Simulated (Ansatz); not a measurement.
# NbP: from a starting cell to a relaxed one

The start is a generated cell, NbP placed in the CoSn structure type. Cell shape, volume and atoms are optimised at zero target pressure with PBEsol (plane waves to 420 eV, PAW, scalar-relativistic; Ansatz, a first-principles code). First-step values are on the input's coarse k-mesh.

Ansatz input (later rounds restart from its end on a renewed k-mesh):
Ansatz 0.2 input:
```yaml
crystal:
  lattice:
    - [5.6594609, 0, 0]
    - [-2.8297304, 4.9012369, 0]
    - [0, 0, 4.566699]
  atoms:
    - { symbol: Nb, position: [0.5, 0, 0] }
    - { symbol: Nb, position: [0.5, 0.5, 0] }
    - { symbol: Nb, position: [0, 0.5, 0] }
    - { symbol: P, position: [0, 0, 0] }
    - { symbol: P, position: [0.33333333, 0.66666667, 0.5] }
    - { symbol: P, position: [0.66666667, 0.33333333, 0.5] }
basis: { ecutwfc: 420, ecutrho_ratio: 4, xc_grid: 2, fft_grid_basis: typed }
kpoints: { mp_grid: { grid: [5, 5, 5] } }
hamiltonian:
  xc: pbesol
  dispersion: none
  pseudopotentials: { kind: paw }
scf: { occupations: { method: fermi_dirac, width: 0.05 } }
relax: { f_tol: 0.01, max_steps: 100, cell: { stress_tol: 0.02 } }
output: { forces: true, stress: true }
```

- Initial pressure = -20 GPa (negative: the cell is under tension)
- Outcome = The space group stays P6/mmm (No. 191) (the run could not lower it); the end is AFLOW prototype AB_hP6_191_f_ad (B35, as in CoSn), with 6 atoms in the primitive cell
- Energy released = 0.35 eV/atom
- Volume change = -16.9 %, from 21.11 to 17.55 Å³/atom
- Shortest distances (start → end) = The closest pairs of elements (up to four, under 3.6 Å), start → end: Nb–P 2.81 → 2.55 Å; Nb–Nb 2.83 → 2.76 Å; P–P 3.27 → 3.19 Å
- Optimiser moves = 10

It ends as:

Space group P6/mmm (No. 191); a = 5.524 Å, b = 5.524 Å, c = 3.985 Å, α = 90.00°, β = 90.00°, γ = 120.00°

```csv
atom,site,symmetry,x,y,z
Nb,3f,mmm,0.0000,0.5000,0.0000
P,1a,6/mmm,0.0000,0.0000,0.0000
P,2d,-6m2,0.3333,0.6667,0.5000
```

Final values are on a 10×10×12 k-mesh of the relaxed cell. No spin polarisation in the result.

The run could not lose the symmetry of its start: the end is stationary, and may be a saddle point rather than a minimum.

All atoms sit on sites fixed by symmetry, so only the cell could relax.

The relaxed structure here is a generated cell of NbP: the first start was made by placing the elements on the sites of a structure type, and the end was not matched to a known phase here, so it may be hypothetical.
